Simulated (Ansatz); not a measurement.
Al (fcc (Cu type), Fm-3m) under volume change, LDA in the plane-wave PAW code Ansatz, scaled uniformly.

```tsv
V (Å³/atom)	E − E(relaxed) (meV/atom)	P (GPa)
14.378	[?]	[?]
14.852	16.4	5.90
15.326	3.9	2.69
15.800	0.0	0.00
16.274	[?]	[?]
16.748	13.1	-4.23
17.222	28.2	-5.91
```

### Question
Some entries are withheld; supply them.

### Answer

- 16.274, E − E(relaxed) (meV/atom): 3.4
- 16.274, P (GPa): -2.27
- 14.378, E − E(relaxed) (meV/atom): 39.4
- 14.378, P (GPa): 9.71

### Question
What does a third-order Birch–Murnaghan fit give for V₀, B₀ and B′?

### Answer
V₀ = 15.80 Å³/atom, B₀ = 83.0 GPa, B′ = 4.5.

Symmetry was held in the LDA relaxation.

Potentials: the earlier of the program's two PAW sets.
